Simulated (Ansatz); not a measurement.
Elastic constants of Ti3Si: input and output

Theory: DFT LDA, scalar-relativistic, plane waves, PAW (Ansatz 0.2.0).

Launched with:
```bash
ansatz run input.yaml --threads 2 --pin off --max-ram 6144MiB --backend cpu --events-out ev --progress --plain --runs-dir out
```

Input (bare energies are in eV):
```yaml
crystal:
  lattice:
    - [5.5158334964, 0.0, 0.0]
    - [-2.7579167482, 4.776851931, 0.0]
    - [0.0, 0.0, 4.4524528792]
  atoms:
    - { symbol: Ti, position: [0.3427272438, 0.1713636219, 0.75] }
    - { symbol: Ti, position: [0.8286363781, 0.1713636219, 0.75] }
    - { symbol: Ti, position: [0.8286363781, 0.6572727562, 0.75] }
    - { symbol: Ti, position: [0.6572727562, 0.8286363781, 0.25] }
    - { symbol: Ti, position: [0.1713636219, 0.8286363781, 0.25] }
    - { symbol: Ti, position: [0.1713636219, 0.3427272438, 0.25] }
    - { symbol: Si, position: [0.3333333333, 0.6666666667, 0.75] }
    - { symbol: Si, position: [0.6666666667, 0.3333333333, 0.25] }
basis:
  ecutwfc: 420
kpoints:
  mp_grid: { grid: [6, 6, 8] }
hamiltonian:
  xc: lda
scf:
  occupations: { method: fermi_dirac, width: 0.15 }
output:
  forces: true
  stress: true
  eigenvalues: true
elastic:
  mode: clamped_ion
  amplitude: 0.005
  stencil: two_point
```

From the output:
```
--- Elastic constants: 3 strain directions × 2 members + reference (group order 24) ---
  dense FFT box of the reference and of every strained cell: 40×40×30
  strains applied: 11, 33, 23; error gains: componentwise 1.00 (the most a stress slope's error grows in a printed constant), spectral 1.41 (1 for all six strains in a standard setting)
  C = ∂σ_k/∂η_j (tension-positive GPa; Voigt order 11 22 33 23 13 12):
       252.415     88.182     98.499      0.000      0.000      0.000
        88.182    252.415     98.499      0.000      0.000      0.000
        98.484     98.484    270.442      0.000      0.000      0.000
         0.000      0.000      0.000     69.598     -0.000      0.000
         0.000      0.000      0.000     -0.000     69.598      0.000
         0.000      0.000     -0.000      0.000      0.000     82.116
  reference stress σ⁰ (GPa):     -0.000     -0.000     -0.003     -0.000     -0.000     -0.000
  C* (energy form; C + prestress term) asymmetry max|C*_kj − C*_jk| = 1.774e-2 GPa — a small one proves nothing (zero by symmetry where the batch's group is 432, −43m or m−3m); a large one is finite-difference/SCF noise where every solve ...
  moduli (Voigt/Reuss/Hill, GPa): K = 149.51/149.15/149.33   G = 76.94/76.42/76.68   E = 196.41   ν = 0.281
  mechanically stable: yes (min eigenvalue of sym C = 69.60 GPa)
  strain η (Voigt 11):  stress-route row diagonal C_11 = 252.42 GPa, energy-path curvature d²(F+E_count+ΔE)/dδ²/Ω₀ = 252.37 GPa
         δ    σ_11 (GPa) F (eV) n_scf n_hpsi n_pw
    -5.000e-3      -1.2829      -15923.6155831       9   62843   2301
     5.000e-3       1.2413      -15923.6156367       7   49043   2318
  strain η (Voigt 33):  stress-route row diagonal C_33 = 270.44 GPa, energy-path curvature d²(F+E_count+ΔE)/dδ²/Ω₀ = 270.43 GPa
         δ    σ_33 (GPa) F (eV) n_scf n_hpsi n_pw
    -5.000e-3      -1.3755      -15923.6154092       9   35865   2318
     5.000e-3       1.3289      -15923.6154887       7   26139   2328
  strain η (Voigt 23):  stress-route row diagonal C_44 = 69.60 GPa, energy-path curvature d²(F+E_count+ΔE)/dδ²/Ω₀ = 69.60 GPa
         δ    σ_23 (GPa) F (eV) n_scf n_hpsi n_pw
    -5.000e-3      -0.3480      -15923.6172872       9   84749   2318
     5.000e-3       0.3480      -15923.6172872       7   72135   2318
```

Time: 100 s on 2 threads of Arm Neoverse V1, on a shared host, peak memory 0.73 GiB.

In a metal, frequencies and elastic constants depend on the k mesh and the smearing, soft modes and shear constants most.

Clamped-ion constants are upper bounds: once the atoms relax, a strain can turn out softer or unstable.